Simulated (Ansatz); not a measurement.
A plane-wave DFT run in Ansatz 0.2.0 (scalar-relativistic PAW potentials unless the input names others): input and command.

```yaml
crystal:
  lattice:
    - [4.916200687, 0.0, 0.0]
    - [0.0, 4.916200687, 0.0]
    - [0.0, 0.0, 23.916200687]
  atoms:
    - { symbol: Xx, position: [0.5, 0.5, 0.3554076215] }
    - { symbol: Ba, position: [0.0, 0.0, 0.4592867737] }
    - { symbol: Ba, position: [0.5, 0.5, 0.5718625079] }
    - { symbol: Ge, position: [0.5, 0.5, 0.7012488073] }
basis:
  ecutwfc: 420
kpoints:
  mp_grid: { grid: [6, 6, 1] }
hamiltonian:
  xc: pbe
  dispersion: d3bj
scf:
  occupations: { method: gaussian, width: 0.1 }
  max_iter: 60
output:
  forces: true
  eigenvalues: true
efield:
  axis: 3
  dipole_correction: true
```

```bash
ansatz run input.yaml --threads 1 --pin off --max-ram 3072MiB --backend cpu --events-out ev --progress --plain --runs-dir out
```

Q: What will the program do with this input?

A: The program refuses it, because of an unknown element (crystal.atoms[0].symbol: "Ba" → "Xx"). With the sound run's settings it is accepted.

Abridged log:
```
Error: YAML parse error: error: line 7 column 17: `Xx` is not an element symbol (H … Og, case-exact)
 --> <input>:7:17
  |
5 |     - [0.0, 0.0, 23.916200687]
6 |   atoms:
7 |     - { symbol: Xx, position: [0.5, 0.5, 0.3554076215] }
  |                 ^ `Xx` is not an element symbol (H … Og, case-exact)
8 |     - { symbol: Ba, position: [0.0, 0.0, 0.4592867737] }
9 |     - { symbol: Ba, position: [0.5, 0.5, 0.5718625079] }
  |
```